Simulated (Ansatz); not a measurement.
## BiAu$_{2}$: a fit and a missing row

BiAu$_{2}$, Fd-3m, a = 7.944 Å. The structure is a COD entry; whether it is the stable form wasn't checked. Ansatz: PBEsol, PAW, 420 eV, Γ-centred 8×8×8 mesh on 6 atoms, Gaussian smearing 0.10 eV; no spin polarisation. Symmetry fixes shape and atoms, so the cell is only scaled; pressure is positive in compression.

```
V (Å³/atom) P (GPa)
     18.385    22.00
     19.012    14.86
     19.638     8.95
     20.265     4.05
     20.892     0.00
     21.519    -3.35
     22.145        ?
     22.981    -9.05
```

**Question.** Take V0 = 20.892 Å³/atom, fit the third-order Birch–Murnaghan form to the other rows, and predict the missing pressure.

**Answer.** With the Eulerian strain f = ½[(V0/V)^(2/3) − 1] and y = P/[3f(1 + 2f)^(5/2)], the form is the line y = B0 + 1.5 B0 (B0′ − 4) f. Rows (f, y): 0.04448, 133.2; 0.03244, 130.5; 0.02106, 127.8; 0.01026, 125.1; -0.00976, 120.2; -0.03078, 114.9. Means f = 0.01128, y = 125.28; Σ(Δf)² = 0.003858, ΣΔfΔy = 0.9417; the slope is their ratio. y = 122.5 + 244.1 f GPa, so B0 = 122.5 GPa and B0′ = 4 + 2 × (244.1)/(3 × 122.5) = 5.33. At V = 22.145, f = -0.01904, y = 117.85 and P = -6.11 GPa. The run gave -6.11 GPa, the same to the digits shown.

Spin–orbit coupling is left out, which can shift energies with elements as heavy as these.